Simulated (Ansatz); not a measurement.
## Relaxing an invented GaH₆ structure

All numbers below come from DFT PBE, scalar-relativistic, plane waves, PAW in Ansatz. Cutoff 420 eV, Gaussian smearing, Γ-centred meshes. Cell and atoms relax first on a coarse mesh and then on a finer one. In between, the cell is made exact in the group found at 0.06 Å. In metals the finer mesh still leaves noise of several meV/atom or more. The steps can't lower the symmetry of their start. No spin polarisation.

The cell of GaH₆ is invented: random cell by space group and Wyckoff sites (Im-3m, No. 229). Its size is a rough estimate.

```cif
data_structure
_symmetry_space_group_name_H-M 'P 1'
_symmetry_Int_Tables_number 1
_cell_length_a 4.4314
_cell_length_b 4.4314
_cell_length_c 4.4314
_cell_angle_alpha 109.471
_cell_angle_beta 109.471
_cell_angle_gamma 109.471
_cell_volume 66.99
loop_
_atom_site_label
_atom_site_type_symbol
_atom_site_fract_x
_atom_site_fract_y
_atom_site_fract_z
_atom_site_occupancy
Ga1 Ga 0.00000 0.00000 0.00000 1
H1 H 0.50000 0.75000 0.25000 1
H2 H 0.50000 0.25000 0.75000 1
H3 H 0.25000 0.50000 0.75000 1
H4 H 0.75000 0.50000 0.25000 1
H5 H 0.75000 0.25000 0.50000 1
H6 H 0.25000 0.75000 0.50000 1
```

The zero of energy is the elements' standard structures at the same level (H₂ as a molecule); no fitted shifts are applied.

Question: Describe the relaxed structure.

Answer: The symmetry stays Im-3m (No. 229). The volume per atom shrinks by 43.4 %, from 9.6 to 5.4 Å³. The shortest distance goes from 1.81 Å (H–H) to 1.50 Å (H–H). The energy falls by about 0.25 eV/atom (the start's value is from the coarse mesh). Conventional cell: a = 4.233 Å. Ga is surrounded by 24 H at 2.37 Å; H is surrounded by 4 H at 1.50 Å, 2 H at 2.12 Å and 4 Ga at 2.37 Å.

```cif
data_structure
_symmetry_space_group_name_H-M 'Im-3m'
_symmetry_Int_Tables_number 229
_cell_length_a 4.2333
_cell_length_b 4.2333
_cell_length_c 4.2333
_cell_angle_alpha 90.000
_cell_angle_beta 90.000
_cell_angle_gamma 90.000
_cell_volume 75.87
loop_
_atom_site_label
_atom_site_type_symbol
_atom_site_symmetry_multiplicity
_atom_site_Wyckoff_symbol
_atom_site_fract_x
_atom_site_fract_y
_atom_site_fract_z
_atom_site_occupancy
Ga1 Ga 2 a 0.00000 0.00000 0.00000 1
H1 H 12 d 0.25000 0.00000 0.50000 1
```

Question: Give its energy and gap.

Answer:

* Formation energy: +0.91 eV/atom
* Gap on the 12×12×12 mesh of the 7-atom cell: 0 eV (a metal)

It can't be a ground state, since the elements alone are lower.

The last run used Gaussian smearing of 0.10 eV. The cell is a metal run without spin; a magnetic state may lie lower. With hydrogen, zero-point motion can shift formation energies by some tens of meV/atom. Symmetry constrained the relaxation, so the result can be a saddle point. Another cell of GaH6 relaxed alike, in Pm-3m, lies 0.56 eV/atom lower, so this cell isn't the stable form at this level.
